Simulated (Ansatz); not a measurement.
MgS (P4_2/mmc), relaxed and computed with several functionals in Ansatz (plane waves, PAW).

| functional | a (Å) | c (Å) | V (Å³/atom) | gap (eV) | B₀ by P(V) fit (GPa) |
|---|---|---|---|---|---|
| r²SCAN | 3.692 | 6.768 | 23.07 | 1.68 | 51.9 |
| PBE | 3.718 | 6.791 | 23.47 | 1.12 | 47.6 |
| HSE06 | 3.695 | 6.749 | 23.04 | 2.02 | 51.7 |

Constructed cells (a structure type filled with these elements, in neither database checked): MgS, P4_2/mmc (Mg on 2c, S on 2e). Unstable at this level: MgS, P4_2/mmc (Mg on 2c, S on 2e) with r²SCAN. All cells were relaxed under the symmetry of their starts (and spin orders); stability against distortions was not tested throughout.

Potentials: the later of the program's two PAW sets.

Ansatz (a first-principles code) is a plane-wave DFT program.
